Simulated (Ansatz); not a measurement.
The start is a randomly generated symmetric cell of CoPtO2 (space group No. 166). A full variable-cell relaxation at zero pressure is run with r2SCAN (plane waves to 500 eV, PAW, scalar-relativistic; Ansatz, a program for electronic structure). The first steps use a coarse 7×7×7 k-mesh.

Input geometry:
```
CELL_PARAMETERS angstrom
      1.93428     1.11676     4.07384
     -1.93428     1.11676     4.07384
      0.00000    -2.23352     4.07384
ATOMIC_POSITIONS crystal
  Co 0.00000 0.00000 0.00000
  O  0.64901 0.64901 0.64901
  O  0.35099 0.35099 0.35099
  Pt 0.50000 0.50000 0.50000
```
Spin-polarised start, with parallel moments on Co.

- Initial pressure: +4 GPa (positive: the cell is compressed)
- Outcome: The space group stays R-3m (No. 166) (the run could not lower it), with 4 atoms in the primitive cell
- Volume change: -22.5 %, from 13.20 to 10.23 Å³/atom
- Shortest distances (start → end): The closest pairs of elements (up to four, under 3.6 Å), start → end: O–Pt 1.82 → 2.00 Å; Co–O 2.24 → 1.89 Å; O–O 2.27 → 2.53 Å; Co–Co 3.87 → 2.82 Å
- Band gap at the end: zero (metallic)
- Optimiser moves: 20

Relaxed structure:

```cif
data_Co3O6Pt3
_chemical_formula_sum 'Co3 O6 Pt3'
_space_group_name_H-M_alt 'R-3m :H'
_space_group_IT_number 166
_space_group_name_Hall '-R 3 2"'
_cell_length_a 2.82161
_cell_length_b 2.82161
_cell_length_c 17.80189
_cell_angle_alpha 90.000
_cell_angle_beta 90.000
_cell_angle_gamma 120.000
loop_
_atom_site_label
_atom_site_type_symbol
_atom_site_symmetry_multiplicity
_atom_site_Wyckoff_symbol
_atom_site_fract_x
_atom_site_fract_y
_atom_site_fract_z
_atom_site_occupancy
Co1 Co 3 a 0.00000 0.00000 0.00000 1
O1 O 6 c 0.00000 0.00000 0.38767 1
Pt1 Pt 3 b 0.00000 0.00000 0.50000 1
```
(The calculation used a cell of 4 atoms; values per cell refer to that cell.)

Final values are on a 17×17×17 k-mesh of the relaxed cell. No spin polarisation in the result: the starting moments vanished. The relaxed primitive cell holds an odd number of electrons. A magnetic state may lie lower. No Hubbard U is applied. A magnetic insulating state can be missed without it.

The run could not lose the symmetry of its start.

The first start was generated by a random draw of sites in a space group. Materials Project lists a structure of CoPtO2 in the same space group, R-3m (No. 166); the sites were not compared with it, nor with measured phases.
